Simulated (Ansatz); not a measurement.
The start is a generated cell, TePb placed in the AFLOW prototype AB_oP8_62_c_c (B16, as in GeS). The cell and all atomic positions are relaxed at zero pressure with r2SCAN (plane waves to 500 eV, PAW, scalar-relativistic; Ansatz, a program for electronic structure). The first steps use a coarse 2×5×4 k-mesh.

Initial structure:
```yaml
crystal:
  lattice:
    - [13.69653, 0.00000, 0.00000]
    - [0.00000, 4.78458, 0.00000]
    - [0.00000, 0.00000, 5.63897]
  atoms:
    - { symbol: Pb, position: [0.37500, 0.25000, 0.33300] }
    - { symbol: Pb, position: [0.87500, 0.25000, 0.16700] }
    - { symbol: Pb, position: [0.62500, 0.75000, 0.66700] }
    - { symbol: Pb, position: [0.12500, 0.75000, 0.83300] }
    - { symbol: Te, position: [0.13900, 0.25000, 0.38900] }
    - { symbol: Te, position: [0.63900, 0.25000, 0.11100] }
    - { symbol: Te, position: [0.86100, 0.75000, 0.61100] }
    - { symbol: Te, position: [0.36100, 0.75000, 0.88900] }
```

**Question.** How large is the pressure on the unrelaxed cell, and of which sign?

**Answer.** -5.7 GPa (negative: the cell is under tension).

**Question.** What symmetry does the relaxed structure have?

**Answer.** The space group goes from Pnma (No. 62) to Fm-3m (No. 225); the end is rock salt type, with 2 atoms in the primitive cell.

**Question.** What does it relax into? Give the structure.

**Answer.** 
```cif
data_Pb4Te4
_chemical_formula_sum 'Pb4 Te4'
_space_group_name_H-M_alt 'Fm-3m'
_space_group_IT_number 225
_space_group_name_Hall '-F 4 2 3'
_cell_length_a 6.53605
_cell_length_b 6.53605
_cell_length_c 6.53605
_cell_angle_alpha 90.000
_cell_angle_beta 90.000
_cell_angle_gamma 90.000
loop_
_atom_site_label
_atom_site_type_symbol
_atom_site_symmetry_multiplicity
_atom_site_Wyckoff_symbol
_atom_site_fract_x
_atom_site_fract_y
_atom_site_fract_z
_atom_site_occupancy
Pb1 Pb 4 a 0.00000 0.00000 0.00000 1
Te1 Te 4 b 0.50000 0.50000 0.50000 1
```
(The calculation used a cell of 2 atoms; values per cell refer to that cell.)

Final values are on a 9×9×9 k-mesh of the relaxed cell. No spin polarisation in the result.

The run could not lose the symmetry of its start.
